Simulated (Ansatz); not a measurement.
Y3Si5:
```xyz
8
Lattice="6.6398 0.0000 0.0000 -3.3199 5.7502 0.0000 0.0000 0.0000 4.1647" Properties=species:S:1:pos:R:3 pbc="T T T"
Y     -2.1556     3.7335     0.0000
Y      4.3111     0.0000     0.0000
Y      1.1643     2.0167     0.0000
Si     3.3199     1.9167     2.0824
Si     0.0000     3.8335     2.0824
Si    -0.9396     1.6275     2.0824
Si     1.8793     0.0000     2.0824
Si     2.3803     4.1227     2.0824
```

Relaxed with r²SCAN (plane waves, PAW; program Ansatz). Indices refer to the conventional cell of P-62m, a = b = 6.6398 Å, c = 4.1647 Å, α = β = 90.00°, γ = 120.00°.

Question: Simulate the powder diffraction pattern (Cu Kα1, λ = 1.54056 Å; lines above 1 %) up to 2θ = 90°.

Answer: Simulated powder pattern, Cu Kα1, λ = 1.54056 Å (kinematic, ideal powder, no thermal factors, no anomalous dispersion; the 30 strongest lines at most, above 1 %, up to 2θ = 90°):

```json
[
 {"2θ (°)": "15.40", "d (Å)": "5.750", "I/Imax (%)": "2.8", "hkl": "(1 0 -1 0)"},
 {"2θ (°)": "21.32", "d (Å)": "4.165", "I/Imax (%)": "7.1", "hkl": "(0001)"},
 {"2θ (°)": "26.83", "d (Å)": "3.320", "I/Imax (%)": "34", "hkl": "(1 1 -2 0)"},
 {"2θ (°)": "34.52", "d (Å)": "2.596", "I/Imax (%)": "100", "hkl": "(1 1 -2 1)"},
 {"2θ (°)": "38.00", "d (Å)": "2.366", "I/Imax (%)": "5.3", "hkl": "(2 0 -2 1)"},
 {"2θ (°)": "41.52", "d (Å)": "2.173", "I/Imax (%)": "4.3", "hkl": "(2 1 -3 0)"},
 {"2θ (°)": "43.42", "d (Å)": "2.082", "I/Imax (%)": "13", "hkl": "(0002)"},
 {"2θ (°)": "47.13", "d (Å)": "1.927", "I/Imax (%)": "1.7", "hkl": "(2 1 -3 1)"},
 {"2θ (°)": "47.39", "d (Å)": "1.917", "I/Imax (%)": "26", "hkl": "(3 0 -3 0)"},
 {"2θ (°)": "51.78", "d (Å)": "1.764", "I/Imax (%)": "11", "hkl": "(1 1 -2 2)"},
 {"2θ (°)": "52.51", "d (Å)": "1.741", "I/Imax (%)": "5.5", "hkl": "(3 0 -3 1)"},
 {"2θ (°)": "55.30", "d (Å)": "1.660", "I/Imax (%)": "4.9", "hkl": "(2 2 -4 0)"},
 {"2θ (°)": "57.76", "d (Å)": "1.595", "I/Imax (%)": "1.2", "hkl": "(3 1 -4 0)"},
 {"2θ (°)": "59.94", "d (Å)": "1.542", "I/Imax (%)": "17", "hkl": "(2 2 -4 1)"},
 {"2θ (°)": "61.63", "d (Å)": "1.504", "I/Imax (%)": "2.6", "hkl": "(2 1 -3 2)"},
 {"2θ (°)": "66.21", "d (Å)": "1.410", "I/Imax (%)": "19", "hkl": "(3 0 -3 2)"},
 {"2θ (°)": "69.06", "d (Å)": "1.359", "I/Imax (%)": "1.0", "hkl": "(4 0 -4 1)"},
 {"2θ (°)": "72.80", "d (Å)": "1.298", "I/Imax (%)": "4.3", "hkl": "(2 2 -4 2)"},
 {"2θ (°)": "73.94", "d (Å)": "1.281", "I/Imax (%)": "11", "hkl": "(1 1 -2 3)"},
 {"2θ (°)": "74.94", "d (Å)": "1.266", "I/Imax (%)": "1.1", "hkl": "(3 1 -4 2)"},
 {"2θ (°)": "75.54", "d (Å)": "1.258", "I/Imax (%)": "2.7", "hkl": "(3 2 -5 1)"},
 {"2θ (°)": "75.74", "d (Å)": "1.255", "I/Imax (%)": "3.4", "hkl": "(4 1 -5 0)"},
 {"2θ (°)": "79.75", "d (Å)": "1.201", "I/Imax (%)": "14", "hkl": "(4 1 -5 1)"},
 {"2θ (°)": "86.49", "d (Å)": "1.124", "I/Imax (%)": "1.3", "hkl": "(3 0 -3 3)"},
 {"2θ (°)": "88.03", "d (Å)": "1.109", "I/Imax (%)": "1.3", "hkl": "(5 0 -5 1)"},
 {"2θ (°)": "88.22", "d (Å)": "1.107", "I/Imax (%)": "3.2", "hkl": "(3 3 -6 0)"}
]
```

The start of the workflow was typed in or built on a structure type; neither database checked (COD, Materials Project) lists it. Whether it is the stable phase at ambient conditions was not checked. The cell was relaxed with r²SCAN under the symmetry of its start; whether a distortion lowers the energy is not shown. The run is not spin-polarised.

Potentials: the later of the program's two PAW sets.
